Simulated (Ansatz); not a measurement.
Pd:
```cif
data_Pd4
_chemical_formula_sum 'Pd4'
_space_group_name_H-M_alt 'P63/mmc'
_space_group_IT_number 194
_space_group_name_Hall '-P 6c 2c'
_cell_length_a 2.75194
_cell_length_b 2.75194
_cell_length_c 9.06985
_cell_angle_alpha 90.000
_cell_angle_beta 90.000
_cell_angle_gamma 120.000
loop_
_atom_site_label
_atom_site_type_symbol
_atom_site_symmetry_multiplicity
_atom_site_Wyckoff_symbol
_atom_site_fract_x
_atom_site_fract_y
_atom_site_fract_z
_atom_site_occupancy
Pd1 Pd 2 a 0.00000 0.00000 0.00000 1
Pd2 Pd 2 c 0.33333 0.66667 0.25000 1
```
The run is spin-polarised, in the one order tried: ferromagnetic.

Relaxed at zero pressure with plane-wave PAW r²SCAN+D4 (Ansatz code).

Q: The volume is lowered by 9 % and shape and atoms relax at that volume. What pressure results, and how do the axes share the change?

A: 23.0 GPa; a -3.0 %, b -3.0 %, c -3.2 %; the energy rises by 87 meV/atom.

Q: Give the new structure.

A: 
Space group P6₃/mmc (No. 194); a = 2.668 Å, b = 2.668 Å, c = 8.778 Å, α = 90.00°, β = 90.00°, γ = 120.00°

```tsv
atom	site	symmetry	x	y	z
Pd	2a	-3m.	0.0000	0.0000	0.0000
Pd	2c	-6m2	0.3333	0.6667	0.2500
```

The phase is kept; no other phase was compared at this pressure.

Space group P6_3/mmc (dhcp (α-La type)). The workflow started from a Materials Project entry (that database holds measured and hypothetical structures alike); the Crystallography Open Database copy checked does not list it. It is not the phase usual at ambient conditions (space group No. 225). Symmetry was held in the r²SCAN+D4 relaxation; its stability against distortions is not shown here. Magnetic state: ferromagnetic, the only order run, not a proven ground state. Other orbital occupations within this spin state were not tried. The pairwise dispersion correction was not fitted to metals. Axis ratios of metals converge slowly with the k-mesh, so a and c are less sure than the volume.

Potentials: the later of the program's two PAW sets.
